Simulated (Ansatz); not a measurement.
Ti3Al:
```cif
data_Al2Ti6
_chemical_formula_sum 'Al2 Ti6'
_space_group_name_H-M_alt 'P63/mmc'
_space_group_IT_number 194
_space_group_name_Hall '-P 6c 2c'
_cell_length_a 5.75610
_cell_length_b 5.75610
_cell_length_c 4.65379
_cell_angle_alpha 90.000
_cell_angle_beta 90.000
_cell_angle_gamma 120.000
loop_
_atom_site_label
_atom_site_type_symbol
_atom_site_symmetry_multiplicity
_atom_site_Wyckoff_symbol
_atom_site_fract_x
_atom_site_fract_y
_atom_site_fract_z
_atom_site_occupancy
Al1 Al 2 c 0.33333 0.66667 0.25000 1
Ti1 Ti 6 h 0.33943 0.16971 0.25000 1
```

Relaxed with PBE.

**Question.** Decompose the optical modes at the zone centre into irreducible representations, and say which are infrared and Raman allowed.

**Answer.** Point group 6/mmm: Γ_opt = A1g + A2g + A2u + 2B1g + B1u + B2u + E1g + 2E1u + 3E2g + E2u. Infrared: A2u, E1u. Raman: A1g, E1g, E2g.

**Question.** Assign frequencies (DFPT, PBE (plane waves, PAW; program Ansatz)).

**Answer.** E2g 140, E1g 154, E2g 165, B1g 179, A2g 181, E2u 218, E1u 250, A1g 255, B2u 263, B1u 272, B1g 291, A2u 292, E1u 296, E2g 307 cm⁻¹.

Subscripts of B labels follow the axes of the standard setting.

Space group P6_3/mmc. Symmetry was held in the PBE relaxation. No spin polarisation was allowed. As this level gives no gap, phonon frequencies hold no LO–TO term and depend on the k-mesh and smearing (Fermi–Dirac, 0.1 eV here).

Potentials: the later of the program's two PAW sets.
